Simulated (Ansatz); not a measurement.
CdS:
Space group P6₃mc (No. 186); a = 4.124 Å, b = 4.124 Å, c = 6.710 Å, α = 90.00°, β = 90.00°, γ = 120.00°

```tsv
atom	site	symmetry	x	y	z
Cd	2b	3m.	0.3333	0.6667	0.0002
S	2b	3m.	0.3333	0.6667	0.3768
```

Relaxed with PBEsol.

### Question
Give the optical modes at the zone centre with their infrared activity from DFPT, PBEsol in the plane-wave PAW code Ansatz.

### Answer
Transverse frequencies, without the LO–TO term; a row sums one degenerate level.

| ω (cm⁻¹) | degeneracy | IR ((D/Å)²/amu) | activity | symmetry |
|---|---|---|---|---|
| 42 | 2 | 0.00 | IR-inactive | E2 |
| 133 | 1 | 0.00 | IR-inactive | B1 |
| 229 | 1 | 8.94 | IR | A1 |
| 236 | 2 | 16.40 | IR | E1 |
| 249 | 2 | 0.00 | IR-inactive | E2 |
| 295 | 1 | 0.00 | IR-inactive | B1 |

### Question
How high does the top mode go among those that the LO–TO term moves?

### Answer
290 cm⁻¹ for q along x, 290 cm⁻¹ for q along y, 288 cm⁻¹ for q along z.

Space group P6_3mc (wurtzite). Symmetry was held in the PBEsol relaxation.

Potentials: the earlier of the program's two PAW sets. The files were generated under PBE; for other functionals the program regenerates the frozen cores, and for LDA and PBEsol the local potential too.
